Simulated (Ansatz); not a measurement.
Relaxed Ru (hcp, Mg type):

```
CELL_PARAMETERS angstrom
      2.69188     0.00000     0.00000
     -1.34594     2.33123     0.00000
      0.00000     0.00000     4.24566
ATOMIC_POSITIONS crystal
  Ru 0.33333 0.66667 0.75000
  Ru 0.66667 0.33333 0.25000
```

These are PBEsol (plane waves to 420 eV, PAW, scalar-relativistic; Ansatz, an electronic-structure program) values and carry that method's errors. k mesh 16×16×9 (Γ-centred), Fermi-Dirac smearing 0.05 eV. With partly filled bands, energies and forces of such displacements shift with the k mesh and the smearing. Ru is run without spin polarisation. Ru was relaxed with its symmetry unable to fall.

One atom of the cell was then moved (with its periodic images), all else fixed, and the forces (eV/Å) came out as:

| atom | Fx | Fy | Fz |
|---|---|---|---|
| Ru1 | 1.203 | 1.344 | 0.000 |
| Ru2 | -1.203 | -1.344 | 0.000 |

With two atoms only their relative shift counts; take Ru2 as fixed.

**Question.** Which atom was moved, and by which vector (Å)?

**Answer.** Ru1, by (-0.18, -0.18, 0.00), 0.26 Å in all.

(For displaced atoms, the force is minus the slope of the energy, and its curvature is a force constant, which sets phonon frequencies.)
